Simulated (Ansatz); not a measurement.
## VBrO (Pmmn)

All numbers are calculated (PBEsol+U, U = 4.0 eV, J = 0.5 eV (Liechtenstein form) on V d, fully localised double counting, collinear spin, scalar-relativistic, 420 eV, PAW set soft_2 (made for PBE), 6×5×3 mesh, Gaussian smearing of 0.05 eV) with the plane-wave PAW code Ansatz.

```
V Br O
1.0
     3.38000    0.00000    0.00000
     0.00000    3.77500    0.00000
     0.00000    0.00000    8.42500
V Br O
2 2 2
Direct
  0.50000 0.50000 0.10400
  0.00000 0.00000 0.89600
  0.00000 0.50000 0.32800
  0.50000 0.00000 0.67200
  0.00000 0.50000 0.96300
  0.50000 0.00000 0.03700
```

The structure is that of a cell as deposited in COD, unrelaxed.

Cell and atoms stay fixed. Atoms count from 1 in the text and from 0 in parts of the program's output.

Two runs on this cell converged from different starts. The ends of their outputs, energies left out (λ are the eigenvalues of a shell's occupation matrix):

Run A:

```
Magnetization: 0.0000 μB (26.0000 up, 26.0000 down)
Absolute magnetization: 4.0430 μB (∫|ρ↑−ρ↓|, with the PAW one-centre terms)
Per-site moments (μB) at R_I (Å): [(1.48543, 0.81267), (-1.48543, 0.81267), (-0.00872, 1.04499), (0.00872, 1.04499), (0.00438, 0.81267), (-0.00438, 0.81267)]
Fermi energy:    7.159858 eV
--- Forces (eV/Å), atoms counted from 1 ---
  atom   1  V      0.00000000     0.00000000     0.53613533
  atom   2  V      0.00000000     0.00000000    -0.53612153
  atom   3  Br     0.00000000     0.00000000    -0.14160024
  atom   4  Br     0.00000000     0.00000000     0.14160771
  atom   5  O      0.00000000     0.00000000    -0.06026857
  atom   6  O      0.00000000     0.00000000     0.06027334
--- Stress (GPa, compression-positive) ---
        2.829395       0.000000       0.000000
        0.000000       2.027256       0.000000
        0.000000       0.000000       0.989207
  P = ⅓ Tr σ = 1.9486 GPa (19.486 kbar)
--- Löwdin populations: 6 sites ---
  site symbol       q [e]    m [muB]
     0      V     11.7734     1.9471
     1      V     11.7734    -1.9471
     2     Br      7.2934    -0.0078
     3     Br      7.2934     0.0078
     4      O      6.8131     0.0049
     5      O      6.8131    -0.0049
--- Occupation matrices: 2 shells (run DFT+U table (all-electron-ortho-atomic); ε = 6.19e-4) ---
  V0 d_3D up     Tr n = 2.6239  λ = 0.135 0.249 0.256 0.991 0.993
  V0 d_3D dn     Tr n = 0.6878  λ = 0.065 0.065 0.113 0.217 0.227
  V1 d_3D up     Tr n = 0.6878  λ = 0.065 0.065 0.113 0.217 0.227
  V1 d_3D dn     Tr n = 2.6239  λ = 0.135 0.249 0.256 0.991 0.993
```

Run B:

```
Magnetization:  0.0000 μB (26.0000 up, 26.0000 down)
Absolute magnetization: 4.1458 μB (∫|ρ↑−ρ↓|, with the PAW one-centre terms)
Per-site moments (μB) at R_I (Å): [(1.51224, 0.81267), (-1.51224, 0.81267), (-0.01831, 1.04499), (0.01831, 1.04499), (0.01386, 0.81267), (-0.01386, 0.81267)]
Fermi energy:    7.146329 eV
--- Forces (eV/Å), atoms counted from 1 ---
  atom   1  V      0.00000000    -0.00008305     0.34425807
  atom   2  V      0.00000000     0.00008342    -0.34428340
  atom   3  Br     0.00000000    -0.00000269    -0.30383406
  atom   4  Br     0.00000000     0.00000302     0.30389662
  atom   5  O      0.00000000    -0.00008683    -1.35968371
  atom   6  O      0.00000000     0.00008698     1.35967193
--- Stress (GPa, compression-positive) ---
        2.002988       0.000000       0.000000
        0.000000       6.031132      -0.000119
        0.000000      -0.000061       0.369500
  P = ⅓ Tr σ = 2.8012 GPa (28.012 kbar)
--- Löwdin populations: 6 sites ---
  site symbol       q [e]    m [muB]
     0      V     11.7811     1.9858
     1      V     11.7811    -1.9858
     2     Br      7.2689    -0.0271
     3     Br      7.2689     0.0271
     4      O      6.8245     0.0148
     5      O      6.8245    -0.0148
--- Occupation matrices: 2 shells (run DFT+U table (all-electron-ortho-atomic); ε = 6.50e-3) ---
  V0 d_3D up     Tr n = 2.6457  λ = 0.130 0.254 0.288 0.983 0.991
  V0 d_3D dn     Tr n = 0.6749  λ = 0.063 0.080 0.094 0.217 0.221
  V1 d_3D up     Tr n = 0.6749  λ = 0.063 0.080 0.094 0.217 0.221
  V1 d_3D dn     Tr n = 2.6457  λ = 0.130 0.254 0.288 0.983 0.991
```

Task: Which run lies higher in energy, by how much, and why?

Result: Run B, by 120.3 meV/atom. Run B has 2 d electrons in filled orbitals, 2 of them unpaired, the high-spin filling, a gap of 0.40 eV; run A has 2 d electrons in filled orbitals, 2 of them unpaired, the high-spin filling, a gap of 1.65 eV. Run B kept 2 symmetry operations, run A 4. Both fill the same number of orbitals in each spin with the same magnetic order, so they differ in which orbitals are filled. The Hubbard term of the energy is 3.43 eV per cell in run A and 3.62 eV in run B. Of the difference of 0.72 eV per cell, the Hubbard term gives 0.19 eV and all other terms 0.53 eV. The other terms are taken on each state's own density, so they aren't the result of a run without U.

Every start opposed the V moments, so their parallel order wasn't tried.

In the lower state the fixed cell carries a pressure of 1.9 GPa and forces up to 0.54 eV/Å; relaxing would change energies and could change the order of close states.

Run B started from: random orbitals: pairs of harmonics, high spin, moments V1 2.00; V2 -2.00 μB, occupations held until the density converged. Run A started from atoms, symmetry kept, no search, moments V1 2.00; V2 -2.00 μB. At this level the cell was started in 11 ways. Run A holds the lowest state found for this cell, which doesn't make it the ground state. U wasn't fitted or computed for this material, so the results show what this U gives and needn't match the real solid. Gaps are Kohn–Sham gaps over the k-mesh alone and may be smaller between its points.
